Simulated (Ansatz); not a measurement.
## Ag (hcp): energy against volume

Computed with Ansatz 0.2.0, DFT, r2SCAN, plane waves (500 eV) with PAW, scalar-relativistic. (PAW data from PBE, frozen cores regenerated.)

The cell is scaled uniformly from the relaxed one, with fractional coordinates and shape fixed. Energies are extrapolated to zero smearing, pressures are those at the given smearing. Magnetic state: spin not included.

A Birch-Murnaghan fit gives V₀ = 17.34 Å³/atom, B₀ = 103 GPa, B₀′ = 5.7.

Question: What are the energy above the minimum and the pressure at 15.268 Å³/atom?

Answer: 105.7 meV/atom and 18.73 GPa as computed.

Question: What are the energy above the minimum and the pressure at 18.737 Å³/atom?

Answer: 30.2 meV/atom and -6.36 GPa as computed.

Question: What are the energy above the minimum and the pressure at 19.431 Å³/atom?

Answer: 62.5 meV/atom and -8.43 GPa as computed.
